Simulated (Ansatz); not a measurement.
**Property card for Te$_{2}$As**

Method: Ansatz, DFT PBE, scalar-relativistic, plane waves, PAW.

Cutoff 420 eV; k points 10×10×4 on the computed 6-atom cell (Γ-centred); Gaussian smearing, width 0.10 eV; no spin polarisation.

The structure is relaxed at this level of theory with its symmetry kept, and needn't be the ground state of this composition.

```xyz
6
Lattice="4.2496 0.0000 0.0000 0.0000 4.2496 0.0000 0.0000 0.0000 9.8210" Properties=species:S:1:pos:R:3 pbc="T T T"
Te    2.1248    0.0000    6.3113
Te    0.0000    2.1248    3.5097
Te    2.1248    0.0000    0.3162
Te    0.0000    2.1248    9.5048
As    2.1248    0.0000    3.5680
As    0.0000    2.1248    6.2530
```

* Space group: P4/nmm (No. 129)
* Volume per atom: 29.56 Å³
* Formation energy from the elements' standard states (uncorrected): +0.071 eV/atom
* Kohn–Sham band gap: none (metal)
* Density of states at the Fermi level: 3.1 states/eV per cell
* Orbital (Löwdin) character within 0.5 eV of the Fermi level: Te 5p 55 %, As 4p 36 %
* Bader charge by site (e): Te (2 in the cell) 0.02, Te (2 in the cell) -0.05, As (2 in the cell) 0.03

Spin-orbit coupling is left out, which matters for the bands of heavy elements.

The cell was found from a structure generator's guess, not taken from experiment. Löwdin shares on free-atom orbitals overweight diffuse shells.
